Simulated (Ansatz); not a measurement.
ZrTa:
```cif
data_Ta2Zr2
_chemical_formula_sum 'Zr2 Ta2'
_space_group_name_H-M_alt 'P 1'
_space_group_IT_number 1
_cell_length_a 5.91568
_cell_length_b 5.91568
_cell_length_c 4.90398
_cell_angle_alpha 90.000
_cell_angle_beta 90.000
_cell_angle_gamma 151.074
loop_
_space_group_symop_operation_xyz
  'x, y, z'
loop_
_atom_site_label
_atom_site_type_symbol
_atom_site_fract_x
_atom_site_fract_y
_atom_site_fract_z
_atom_site_occupancy
Zr1 Zr 0.67861 0.32139 0.25000 1
Ta1 Ta 0.93541 0.06459 0.25000 1
Zr2 Zr 0.32139 0.67861 0.75000 1
Ta2 Ta 0.06459 0.93541 0.75000 1
```

Relaxed with PBE.

### Question
Which orbitals make up the states near the Fermi level in DFT-PBE in the program Ansatz with PAW potentials?

### Answer
Within 0.5 eV of the Fermi level: Zr 4d 48 %, Ta 5d 41 %. Projections are on Löwdin-orthogonalised atomic valence shells; empty p or d shells of many metals are not among them.

### Question
Tabulate the density of states.

### Answer
States/eV per cell of 4 atoms, in 0.25 eV bins, energy from the Fermi level.

| E (eV) | total | Ta 5d | Zr 4d | Ta 6s |
|---|---|---|---|---|
| -7.10 | 0.00 | 0.00 | 0.00 | 0.00 |
| -6.85 | 0.06 | 0.00 | 0.00 | 0.03 |
| -6.60 | 0.18 | 0.00 | 0.00 | 0.09 |
| -6.35 | 0.26 | 0.00 | 0.00 | 0.14 |
| -6.10 | 0.34 | 0.01 | 0.01 | 0.18 |
| -5.85 | 0.45 | 0.01 | 0.01 | 0.26 |
| -5.60 | 0.51 | 0.02 | 0.02 | 0.29 |
| -5.35 | 0.55 | 0.02 | 0.03 | 0.31 |
| -5.10 | 0.60 | 0.03 | 0.04 | 0.33 |
| -4.85 | 0.62 | 0.05 | 0.06 | 0.34 |
| -4.60 | 0.78 | 0.08 | 0.09 | 0.38 |
| -4.35 | 1.03 | 0.14 | 0.15 | 0.46 |
| -4.10 | 1.39 | 0.25 | 0.25 | 0.56 |
| -3.85 | 1.72 | 0.37 | 0.44 | 0.59 |
| -3.60 | 2.29 | 0.65 | 0.74 | 0.58 |
| -3.35 | 3.31 | 1.35 | 0.98 | 0.35 |
| -3.10 | 3.24 | 1.43 | 0.94 | 0.26 |
| -2.85 | 3.35 | 1.59 | 1.03 | 0.18 |
| -2.60 | 5.39 | 2.75 | 1.79 | 0.25 |
| -2.35 | 4.60 | 2.39 | 1.64 | 0.16 |
| -2.10 | 3.47 | 1.69 | 1.42 | 0.07 |
| -1.85 | 4.44 | 2.18 | 1.95 | 0.07 |
| -1.60 | 5.57 | 2.89 | 2.31 | 0.09 |
| -1.35 | 4.12 | 2.31 | 1.48 | 0.07 |
| -1.10 | 5.55 | 3.05 | 1.94 | 0.09 |
| -0.85 | 5.01 | 2.78 | 1.68 | 0.09 |
| -0.60 | 4.82 | 2.65 | 1.69 | 0.10 |
| -0.35 | 4.01 | 1.76 | 1.84 | 0.13 |
| -0.10 | 4.86 | 1.85 | 2.45 | 0.19 |
| 0.15 | 3.71 | 1.45 | 1.83 | 0.14 |
| 0.40 | 6.68 | 2.70 | 3.27 | 0.19 |
| 0.65 | 6.52 | 2.62 | 3.11 | 0.16 |
| 0.90 | 4.40 | 1.82 | 1.99 | 0.09 |
| 1.15 | 4.95 | 2.05 | 2.21 | 0.13 |
| 1.40 | 5.35 | 2.54 | 2.17 | 0.10 |
| 1.65 | 4.29 | 2.02 | 1.77 | 0.08 |
| 1.90 | 3.59 | 1.64 | 1.61 | 0.05 |
| 2.15 | 3.23 | 1.38 | 1.59 | 0.04 |

Space group Cmcm. The start of the workflow was typed in or built on a structure type; neither database checked (COD, Materials Project) lists it. Whether it is the stable phase at ambient conditions was not checked. The PBE relaxation kept the symmetry of its start; whether a distortion lowers the energy is not shown. No spin polarisation was allowed. Its formation energy is positive at this level, so the cell may be metastable or incomplete. Scalar-relativistic: spin–orbit coupling is off unless named, which matters more the heavier the elements.

Potentials: the later of the program's two PAW sets.
